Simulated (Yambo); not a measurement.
CaHI: sweep of GW parameters

G0W0@LDA for CaHI (space group P4/nmm, No. 129) in Yambo. Reference settings: 4×4×1 Γ-centred k mesh, 270 bands and a 8 Ry block in the screening, 270 bands in G with the Bruneval-Gonze terminator, plasmon pole fitted at 27.2 eV. The LDA gap X → M on this mesh is 3.51 eV; G0W0 gaps are taken between the same points.

```
change from the reference                                G0W0 gap X → M (eV)  shift of the valence edge (eV)        rough Yambo cost
-------------------------------------------------------  -------------------  ------------------------------  ----------------------
reference settings                                                      5.40                           -1.09                       1
wavefunctions cut at 20 Ry                                              5.40                           -1.09               about 1/3
exchange cut at 20 Ry                                                   5.43                           -1.08                       –
exchange cut at 40 Ry                                                   5.40                           -1.09                       –
exchange cut at 5 Ry                                                    5.78                           -0.90                       –
55 bands in W, 55 bands in G, 2 Ry block                                5.16                           -0.41              about 1/10
55 bands in W, 55 bands in G, 3 Ry block                                5.22                           -0.46               about 1/9
93 bands in W, 93 bands in G, 2 Ry block                                5.05                           -0.54               about 1/6
93 bands in W, 93 bands in G, 3 Ry block                                5.13                           -0.62               about 1/6
144 bands in W, 144 bands in G, 5 Ry block                              5.27                           -0.86               about 1/3
207 bands in W, 207 bands in G, 3 Ry block                              5.09                           -0.73               about 1/3
207 bands in W, 207 bands in G, 2 Ry block                              5.02                           -0.62               about 1/2
207 bands in W, 207 bands in G, 6 Ry block                              5.32                           -0.97  within a factor of two
93 bands in W, 93 bands in G, 3 Ry block, no terminator                 5.15                           -0.50              about 1/10
93 bands in W, 93 bands in G, no terminator                             5.35                           -0.59               about 1/4
```

The reference isn't shown to be the converged limit. Costs are rough (shared machines), scaled to the same edge states, and given only for runs that recompute the screening. The mesh misses a band edge: along a dense path the LDA gap is 3.27 eV against 3.51 eV on the mesh.

Without spin-orbit coupling, band edges of such heavy elements can be off by tenths of an eV.

Geometry of the Materials Project entry, not relaxed at this level; primitive cell a = 4.0233 Å, b = 4.0233 Å, c = 9.3431 Å, α = 90.00°, β = 90.00°, γ = 90.00°.

A shift is the quasiparticle energy of the state minus its LDA energy.

The distance between layers or molecules is the database entry's, not relaxed here. Functionals without dispersion can leave it too large, which widens gaps and weakens the response across layers: the numbers belong to this cell.
